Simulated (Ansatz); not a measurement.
Consider the following.

Ta:
```yaml
crystal:
  lattice:
    - [2.86885, 0.00000, 0.00000]
    - [-1.43443, 2.48450, 0.00000]
    - [0.00000, 0.00000, 5.08265]
  atoms:
    - { symbol: Ta, position: [0.33333, 0.66667, 0.75000] }
    - { symbol: Ta, position: [0.66667, 0.33333, 0.25000] }
```

This is the PBEsol-relaxed structure.

All from PBEsol in the plane-wave PAW code Ansatz, unless another level is named. Predict the highest zone-centre frequency.

192 cm⁻¹.

Give the bulk modulus (Birch–Murnaghan fit).

200 GPa.

Space group P6_3/mmc (hcp (Mg type)). The start of the workflow was typed in or built on a structure type; the Crystallography Open Database copy checked does not list it. It is not the phase usual at ambient conditions (space group No. 229). The PBEsol relaxation kept the symmetry of its start. At this level the phase is dynamically unstable (imaginary phonons). No spin polarisation was allowed. As this level gives no gap, phonon frequencies hold no LO–TO term and depend on the k-mesh and smearing (Fermi–Dirac, 0.1 eV here). On the denser mesh and wider smearing of the elastic run this cell carries a stress of 0.5 GPa. Spin–orbit coupling is left out wherever it is not named.

Potentials: the later of the program's two PAW sets.
